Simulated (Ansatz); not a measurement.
SiSe2:
```cif
data_Se8Si4
_chemical_formula_sum 'Si4 Se8'
_space_group_name_H-M_alt 'Ibam'
_space_group_IT_number 72
_space_group_name_Hall '-I 2 2c'
_cell_length_a 5.85947
_cell_length_b 9.48383
_cell_length_c 5.83809
_cell_angle_alpha 90.000
_cell_angle_beta 90.000
_cell_angle_gamma 90.000
loop_
_space_group_symop_operation_xyz
  'x, y, z'
  '-x, -y, -z'
  '-x, -y, z'
  'x, y, -z'
  'x, -y, -z+1/2'
  '-x, y, z+1/2'
  '-x, y, -z+1/2'
  'x, -y, z+1/2'
  'x+1/2, y+1/2, z+1/2'
  '-x+1/2, -y+1/2, -z+1/2'
  '-x+1/2, -y+1/2, z+1/2'
  'x+1/2, y+1/2, -z+1/2'
  'x+1/2, -y+1/2, -z'
  '-x+1/2, y+1/2, z'
  '-x+1/2, y+1/2, -z'
  'x+1/2, -y+1/2, z'
loop_
_atom_site_label
_atom_site_type_symbol
_atom_site_symmetry_multiplicity
_atom_site_Wyckoff_symbol
_atom_site_fract_x
_atom_site_fract_y
_atom_site_fract_z
_atom_site_occupancy
Si1 Si 4 a 0.00000 0.00000 0.25000 1
Se1 Se 8 j 0.27734 0.37367 0.00000 1
```
(The calculation used a cell of 6 atoms; values per cell refer to that cell.)

Relaxed with PBE+D3(BJ).

Q: Tabulate the valence density and the electron localisation function along the shortest Si–Se contact (2.30 Å), PBE+D3(BJ) (plane waves, PAW; program Ansatz).

A: 

| distance from Si (Å) | density (e/Å³) | ELF |
|---|---|---|
| 0.23 | 0.10 | 0.32 |
| 0.34 | 0.18 | 0.29 |
| 0.46 | 0.29 | 0.41 |
| 0.57 | 0.41 | 0.63 |
| 0.69 | 0.51 | 0.79 |
| 0.80 | 0.57 | 0.86 |
| 0.92 | 0.61 | 0.88 |
| 1.03 | 0.64 | 0.87 |
| 1.15 | 0.69 | 0.84 |
| 1.26 | 0.77 | 0.81 |
| 1.38 | 0.86 | 0.78 |
| 1.49 | 1.11 | 0.74 |
| 1.61 | 1.82 | 0.69 |
| 1.72 | 3.64 | 0.57 |
| 1.84 | 7.79 | 0.41 |
| 1.95 | 15.85 | 0.25 |
| 2.07 | 27.90 | 0.15 |

The density is the valence pseudo-density with augmentation charge, so density and ELF within about 1 Å of a nucleus are not all-electron values.

Symmetry was held in the PBE+D3(BJ) relaxation; of distortions, only those at the zone centre were tested.

Potentials: the later of the program's two PAW sets.
